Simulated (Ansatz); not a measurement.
**Question.** Name crystals whose computed values (r²SCAN (plane waves, PAW; program Ansatz)) fall in these windows: B₀ by P(V) fit (GPa) 34 to 41; electron conductivity mass (mₑ) 0.063 to 0.082; gap (eV) 0.94 to 1.3.

**Answer.** 

| crystal | B₀ by P(V) fit (GPa) | electron conductivity mass (mₑ) | gap (eV) |
|---|---|---|---|
| SrMg2Bi2, P-3m1 (Sr on 1a, Mg on 2d, Bi on 2d) | 36.8 | 0.070 | 1.10 |
Others may fit too.

Standing as an ambient phase not checked: SrMg2Bi2, P-3m1 (Sr on 1a, Mg on 2d, Bi on 2d). The cell was relaxed under the symmetry of its start. Scalar-relativistic: spin–orbit coupling is off unless named, which matters more the heavier the elements.

Potentials: the later of the program's two PAW sets.
